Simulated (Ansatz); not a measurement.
Question: Each is relaxed and computed with r²SCAN in the plane-wave PAW code Ansatz. Which is the only one with a gap?
A) ZnIn2O4, spinel
B) InMo3C, anti-perovskite
C) InP, NiAs type
D) InMo2C, P6_3/mmc (In on 2d, Mo on 4f, C on 2a)

Answer: A, ZnIn2O4, spinel. ZnIn2O4: gap 1.92 eV; InP: metal; InMo3C: metal; InMo2C: metal. Built on a structure type that need not be the filed one of that space group: ZnIn2O4, spinel. Typed or built starts, not in the databases checked: InP, NiAs type; InMo3C, anti-perovskite; InMo2C, P6_3/mmc (In on 2d, Mo on 4f, C on 2a). Not the usual ambient phase: InP, NiAs type. Standing as an ambient phase not checked: ZnIn2O4, spinel. All cells were relaxed under the symmetry of their starts (and spin orders); stability against distortions was not tested throughout. Named crystals with no word on spin ran without spin polarisation. Spin–orbit coupling is left out wherever it is not named.

Potentials: the earlier of the program's two PAW sets. The files were generated under PBE; for other functionals the program regenerates the frozen cores, and for LDA and PBEsol the local potential too.
